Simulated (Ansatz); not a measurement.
Given:

NbCo₂:
```xyz
12
Lattice="4.7111 0.0000 0.0000 -2.3555 4.0799 0.0000 0.0000 0.0000 7.6518" Properties=species:S:1:pos:R:3 pbc="T T T"
Nb     0.0000     2.7200     3.3282
Nb     2.3555     1.3600     4.3237
Nb     2.3555     1.3600     7.1541
Nb     0.0000     2.7200     0.4978
Co     0.0000     0.0000     3.8259
Co     0.0000     0.0000     0.0000
Co     3.5218     0.6866     1.9130
Co    -1.1663     3.3933     5.7389
Co     1.1663     3.3933     5.7389
Co     1.1893     0.6866     1.9130
Co     2.3555     2.7067     1.9130
Co     0.0000     1.3732     5.7389
```
The run is spin-polarised; directions of the spins, atom by atom: 0 0 0 0 ↑ ↑ ↑ ↑ ↑ ↑ ↑ ↑.

This is the PBEsol-relaxed structure.

Task: All from DFT-PBEsol in the program Ansatz with PAW potentials, unless another level is named. Predict the density of states at the Fermi level.

Result: 1.9 states/eV per atom (mean over ±0.08 eV).

Task: Predict the formation energy from the elements (no fitted shifts).

Result: -0.20 eV/atom.

Space group P6_3/mmc. The workflow started from a Materials Project entry (that database holds measured and hypothetical structures alike); the Crystallography Open Database copy checked does not list it. COD files the formula under space group No. 227. Whether it is the stable phase at ambient conditions was not checked. Symmetry was held in the PBEsol relaxation; its stability against distortions is not shown here. Spin order of the final state: ferromagnetic, chosen from 2 collinear starts compared on coarse meshes (ties went to the first, and starts can fall back to one state), not a proven ground state. The references are the lowest solids computed at this level, not always the standard phases. Scalar-relativistic: spin–orbit coupling is off unless named, which matters more the heavier the elements.

Potentials: the later of the program's two PAW sets.
